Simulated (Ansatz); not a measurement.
Be (diamond, space group No. 227) under volume change, PBE (plane waves, PAW; program Ansatz), scaled uniformly.

```tsv
V (Å³/atom)	E − E(relaxed) (meV/atom)	P (GPa)
13.374	18.7	4.85
13.815	7.9	3.01
14.256	1.9	1.40
14.697	0.0	-0.01
15.138	1.8	-1.25
15.579	6.7	-2.34
16.020	14.5	-3.29
```

Question: What does a third-order Birch–Murnaghan fit give for V₀, B₀ and B′?

Answer: V₀ = 14.69 Å³/atom, B₀ = 44.1 GPa, B′ = 3.3.

Space group Fd-3m (diamond). The start of the workflow was typed in or built on a structure type; neither database checked (COD, Materials Project) lists it. It is not the phase usual at ambient conditions (space group No. 194). Symmetry was held in the PBE relaxation; whether a distortion lowers the energy is not shown.

Potentials: the earlier of the program's two PAW sets.
